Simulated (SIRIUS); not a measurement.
Band structure of AlCo (Pm-3m, 2 atoms in the cell; from Materials Project mp-284).

```xyz
2
Lattice="2.8194 0.0000 0.0000 0.0000 2.8194 0.0000 0.0000 0.0000 2.8194" Properties=species:S:1:pos:R:3 pbc="T T T"
Al     0.0000     0.0000     0.0000
Co     1.4097     1.4097     1.4097
```

All values come from this method and carry its errors: PBE, PseudoDojo 0.5 standard norm-conserving PBE (tails mended) pseudopotentials (plane waves; SIRIUS 7.12.0).

Settings: parameters.ngridk = 12 12 12; parameters.xc_functionals = [XC_GGA_X_PBE, XC_GGA_C_PBE]; parameters.gk_cutoff = 9.798 1/bohr; parameters.pw_cutoff = 19.596 1/bohr; parameters.smearing = fermi_dirac; parameters.smearing_width = 0.00367493 Ha; potentials = PseudoDojo 0.5 standard norm-conserving PBE (tails mended) pseudopotentials; parameters.electronic_structure_method = pseudopotential; parameters.num_bands = 14; parameters.num_mag_dims = 0; parameters.num_dft_iter = 100; parameters.energy_tol = 1e-07 Ha; parameters.density_tol = 1e-06; mixer.type = anderson.

The run has no spin polarisation, so moments on Co cannot form. The structure comes from a collection of computed structures, made at another level of theory; the collection holds predicted forms beside known ones.

Points are given in units of this cell's reciprocal vectors. Levels in eV from the Fermi level, bands 7 to 13:
| point | 7 | 8 | 9 | 10 | 11 | 12 | 13 |
|---|---|---|---|---|---|---|---|
| Γ (0 0 0) | -3.08 | -0.80 | -0.80 | -0.80 | 6.15 | 6.15 | 6.15 |
| X (0 0.5 0) | -2.46 | -1.72 | -1.72 | -0.68 | 0.23 | 10.82 | 10.88 |
| M (0.5 0.5 0) | -2.73 | -2.73 | -1.51 | -1.51 | -0.21 | 2.55 | 3.72 |
| R (0.5 0.5 0.5) | -4.05 | -0.17 | -0.17 | 2.41 | 2.41 | 2.41 | 4.44 |

2 bands cross the Fermi level along this path, so the cell has no gap at this level.

“Tails mended”: in these copies of the files the far tail of each local potential was reset to the Coulomb form.
